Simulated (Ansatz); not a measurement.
# Does relaxation matter for the field gradients of ZnS with a Zn vacancy?

Start: a supercell of ZnS (space group P6_3mc) built from a structure deposited in the COD, with all atoms left at the host's positions.

```
CELL_PARAMETERS angstrom
7.64540 0.00000 0.00000
-3.82270 6.62111 0.00000
0.00000 0.00000 12.52000
ATOMIC_POSITIONS crystal
Zn 0.00000 0.50000 0.00000
Zn 0.50000 0.00000 0.00000
Zn 0.50000 0.50000 0.00000
Zn 0.00000 0.00000 0.50000
Zn 0.00000 0.50000 0.50000
Zn 0.50000 0.00000 0.50000
Zn 0.50000 0.50000 0.50000
Zn 0.16667 0.33333 0.25000
Zn 0.16667 0.83333 0.25000
Zn 0.66667 0.33333 0.25000
Zn 0.66667 0.83333 0.25000
Zn 0.33333 0.16667 0.75000
Zn 0.33333 0.66667 0.75000
Zn 0.83333 0.16667 0.75000
Zn 0.83333 0.66667 0.75000
S 0.00000 0.00000 0.18750
S 0.00000 0.50000 0.18750
S 0.50000 0.00000 0.18750
S 0.50000 0.50000 0.18750
S 0.00000 0.00000 0.68750
S 0.00000 0.50000 0.68750
S 0.50000 0.00000 0.68750
S 0.50000 0.50000 0.68750
S 0.16667 0.33333 0.43750
S 0.16667 0.83333 0.43750
S 0.66667 0.33333 0.43750
S 0.66667 0.83333 0.43750
S 0.33333 0.16667 0.93750
S 0.33333 0.66667 0.93750
S 0.83333 0.16667 0.93750
S 0.83333 0.66667 0.93750
```

Atoms are numbered from 1 in the order listed; like atoms form one site, named after its first atom.

The numbers come from a DFT calculation in Ansatz (PBE, plane waves and PAW, scalar-relativistic, collinear spin, 420 eV cutoff, Γ-centred 3×3×2 k-points, Fermi–Dirac smearing 0.01 eV, cell charge -1). Start moments as typed (μB): 0 0 0 0 0 0 0 0 0 0 0 0 0 0 0 0.5 0 0 0 0 0 0 0 0 0 0 0 0.5 0 0.5 0.5 by atom.

The largest force at the start is 0.65 eV/Å. Relaxing the ions at fixed cell moves them by 0.113 Å at most (atom 16, S) and 0.051 Å rms.

| site | atom | moved (Å) | first shell before | first shell after | V_zz before (10²¹ V/m²) | η before |
| --- | --- | --- | --- | --- | --- | --- |
| Zn1 | 1 | 0.058 | 4 S at 2.34–2.35 Å | 4 S at 2.32–2.37 Å | 0.70 | 0.71 |
| Zn8 | 8 | 0.095 | 4 S at 2.34–2.35 Å | 4 S at 2.29–2.39 Å | -1.68 | 0.17 |
| Zn10 | 10 | 0.040 | 4 S at 2.34–2.35 Å | 4 S at 2.34–2.38 Å | 0.55 | 0.00 |
| Zn12 | 12 | 0.082 | 4 S at 2.34–2.35 Å | 4 S at 2.29–2.37 Å | -1.35 | 0.16 |
| S16 | 16 | 0.113 | 3 Zn at 2.34 Å | 3 Zn at 2.29 Å | -8.47 | 0.00 |
| S17 | 17 | 0.013 | 4 Zn at 2.34–2.35 Å | 4 Zn at 2.34–2.37 Å | 0.64 | 0.99 |
| S21 | 21 | 0.003 | 4 Zn at 2.34–2.35 Å | 4 Zn at 2.34–2.37 Å | -0.53 | 0.56 |
| S24 | 24 | 0.005 | 4 Zn at 2.34–2.35 Å | 4 Zn at 2.34–2.39 Å | -0.98 | 0.29 |
| S28 | 28 | 0.049 | 3 Zn at 2.34–2.35 Å | 3 Zn at 2.29–2.32 Å | -2.81 | 0.07 |
| S29 | 29 | 0.022 | 4 Zn at 2.34–2.35 Å | 4 Zn at 2.34–2.37 Å | 0.84 | 0.00 |

Q: What are V_zz and η after the relaxation?

A: 

| site | atom | V_zz after | η after | change of V_zz |
| --- | --- | --- | --- | --- |
| Zn1 | 1 | 1.56 | 0.46 | +0.86 |
| Zn8 | 8 | -3.12 | 0.10 | -1.44 |
| Zn10 | 10 | 1.22 | 0.00 | +0.67 |
| Zn12 | 12 | -2.78 | 0.10 | -1.43 |
| S16 | 16 | -7.62 | 0.00 | +0.85 |
| S17 | 17 | -0.50 | 0.00 | – |
| S21 | 21 | 0.42 | 0.62 | – |
| S24 | 24 | -0.63 | 0.19 | +0.35 |
| S28 | 28 | -2.88 | 0.06 | -0.07 |
| S29 | 29 | 0.24 | 0.00 | -0.60 |

The largest change of V_zz along a kept axis is on Zn8, from -1.68 to -3.12. In per cent, |V_zz| changes by -10 to +3 on S (all sites that start above 2). On Zn1 V_xx and V_yy change places (or their axes turn by over 50°), so the two values of η hide a larger change. On S17, S21, Zn5 (not all in the table) the largest principal value lies along another axis in the second run, so the two V_zz can't be compared directly. The table leaves out 5 of the 15 sites, with |V_zz| up to 0.94; their tensors move by 0.55 at most along any direction. The statements above cover all sites. The host's own positions weren't relaxed first, so part of the change far from the defect can be the host's relaxation.

The defect repeats with the cell of 31 atoms, so it feels its images: sites between two images don't show the values beside a lone defect, and zeros or small values of η there can come from the images' arrangement. S and Zn carry a gradient in the pure host already, so the values there aren't the defect's effect alone. A uniform background compensates the cell's charge. The defect cell has no gap above 0.1 eV on its mesh, so the values can hang on the smearing and the k-mesh.
Before: The neighbours have not yet relaxed around the defect (largest force 0.65 eV/Å), so a real crystal will differ.
After: The relaxation keeps the symmetry of the vacancy's site, so distortions that break it, Jahn–Teller ones too, aren't explored.
